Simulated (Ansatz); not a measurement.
## Structures of MgC: which is lowest?

Plane-wave DFT in Ansatz with scalar-relativistic PAW potentials, cutoff 420 eV, Γ-centred meshes chosen by cell and gap, Gaussian smearing with energies taken to zero width. Every cell was relaxed (cell and atoms) in a run of its own, within the symmetry of its start. Functional: PBE.

Relaxed structures (starts from databases or built by putting these elements on another compound's sites):
A. P2_1/m, 4 atoms in the computed cell, a = 3.621 Å, b = 2.632 Å, c = 5.582 Å, β = 100.8°; sites (symmetry × multiplicity) Mg m × 2, C m × 2; start: built
B. Cmcm, 4 atoms in the computed cell, a = 3.688 Å, b = 8.295 Å, c = 2.721 Å; sites (symmetry × multiplicity) Mg m2m × 4, C m2m × 4; start: built

Question: Rank them by energy. Could pressure change the order?

Answer:
```tsv
structure	group	E − E(lowest) (meV/atom)	V (Å³/atom)	gap on mesh (eV)
A	P2_1/m	0.0	13.06	0.00
B	Cmcm	217	10.40	0.00
```

A is lowest, 217 meV/atom under B. B is denser by 2.66 Å³/atom, so pressure favours it: ΔE/ΔV, with ΔE in eV and 1 eV/Å³ = 160.2 GPa, gives about 13 GPa for equal enthalpy if both cells were rigid, a rough figure since the two compress differently. Other structures may lie lower than all of these, and vibrations aren't counted.